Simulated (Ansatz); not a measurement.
The calculation used DFT PBE, scalar-relativistic, plane waves, PAW (Ansatz). All cells share a 420 eV cutoff and Γ-centred k meshes spaced about 0.3 Å⁻¹ or finer (0.25 for metals, 2π included). No spin polarisation in the final relaxations.

These are static total energies at zero pressure. All come from trial cells, and lower structures may exist.

Question: Which of these relaxed structures of CaGe₂N₃ is the lowest in energy?
A.

```xyz
12
Lattice="5.1575 -3.1661 0.0000 5.1575 3.1661 0.0000 0.0000 0.0000 5.1145" Properties=species:S:1:pos:R:3 pbc="T T T"
Ca    5.1575    2.0381    2.4223
Ca    5.1575   -2.0381    4.9796
Ge    6.9058   -1.0245    2.5150
Ge    6.9058    1.0245    5.0723
Ge    3.4092    1.0245    5.0723
Ge    3.4092   -1.0245    2.5150
N     7.2364    0.8694    1.8611
N     3.0785    0.8694    1.8611
N     5.1575   -1.8601    2.4095
N     7.2364   -0.8694    4.4183
N     3.0785   -0.8694    4.4183
N     5.1575    1.8601    4.9668
```

B.

```xyz
6
Lattice="-1.9562 1.9562 4.9746 1.9562 -1.9562 4.9746 1.9562 1.9562 -4.9746" Properties=species:S:1:pos:R:3 pbc="T T T"
Ca    0.0000    0.0000    0.0000
Ge    0.0000    0.0000    6.8419
Ge    0.0000    0.0000    3.1072
N     0.0000    0.0000    4.9746
N     0.0000    1.9562    2.4873
N     1.9562    0.0000    2.4873
```

C.

```xyz
6
Lattice="3.4375 0.0000 0.0000 -1.7187 2.9769 0.0000 0.0000 0.0000 8.5122" Properties=species:S:1:pos:R:3 pbc="T T T"
Ca    0.0000    1.9846    5.6333
Ge    0.0000    0.0000    0.1176
Ge    1.7187    0.9923    2.8243
N     0.0000    0.0000    2.0942
N     1.7187    0.9923    4.5887
N     0.0000    1.9846    8.1506
```

Answer: A. It has space group Cmc2_1 (No. 36); the next, B, with space group I4/mmm (No. 139), lies 153 meV/atom higher. Counting N atoms around Ca and Ge (those within 1.25 times the shortest such distance or 1.15 times the sum of covalent radii, 1.27 where that leaves under three; a plus sign parts nearer from farther groups), the lowest has Ca 5, Ge 4 and the next has Ca 4+8, Ge 1+4.

In I4/mmm, P3m1 an odd number of electrons in the primitive cell allows no gap without spin; a larger cell or a magnetic state could open one. With atoms moved at random, Cmc2_1 (by 60 meV/atom) fell into a lower structure. Without a clear test, and held by symmetry: I4/mmm and P3m1.

Some structure types and database cells were kept out of the candidates from the start, so a known form may be missing.
